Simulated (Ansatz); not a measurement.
Relaxed-ion elastic tensor of Ir (hcp (Mg type), P6_3/mmc) in GPa (Voigt order), r²SCAN in the plane-wave PAW code Ansatz; density 22.38 g/cm³, 14.26 Å³ per atom.

```csv
,1,2,3,4,5,6
1,640,214,256,0.0,0.0,0.0
2,214,640,256,0.0,0.0,0.0
3,256,256,635,0.0,0.0,0.0
4,0.0,0.0,0.0,98.0,0.0,0.0
5,0.0,0.0,0.0,0.0,98.0,0.0
6,0.0,0.0,0.0,0.0,0.0,213
```

Question: Is the crystal mechanically stable?

Answer: Yes: the smallest eigenvalue of C is 98.0 GPa.

Question: Work out the Voigt, Reuss and Hill averages.

Answer: K_V = 374, K_R = 374, K_H = 374; G_V = 161, G_R = 142, G_H = 151 GPa.

Question: Give Young's modulus, Poisson's ratio, Pugh's ratio and the universal anisotropy index.

Answer: E = 9KG/(3K + G) = 400 GPa; ν = 0.32; K/G = 2.47 (ductile by the Pugh limit of 1.75); A_U = 5G_V/G_R + K_V/K_R − 6 = 0.68.

Question: Estimate the sound speeds and the Debye temperature.

Answer: v_l = √((K + 4G/3)/ρ) = 5070 m/s, v_t = √(G/ρ) = 2600 m/s, mean 2910 m/s; Θ = (h/k)(3n/4πV)^(1/3) v_m = 358 K.

Question: How much does each axis shrink under pressure?

Answer: Linear compressibilities β_i = Σ_j S_ij (j = 1 to 3): x 0.92, y 0.92, z 0.83 per TPa.

The workflow started from a Materials Project entry (that database holds measured and hypothetical structures alike); the Crystallography Open Database copy checked does not list it. It is not the phase usual at ambient conditions (space group No. 225). Symmetry was held in the r²SCAN relaxation; of distortions, only those at the zone centre were tested. The run is not spin-polarised. As this level gives no gap, shear constants depend on the k-mesh and smearing (Fermi–Dirac, 0.1 eV here). On the denser mesh and wider smearing of the elastic run this cell carries a stress of 0.9 GPa. Scalar-relativistic: spin–orbit coupling is off unless named, which matters more the heavier the elements.

Potentials: the later of the program's two PAW sets.
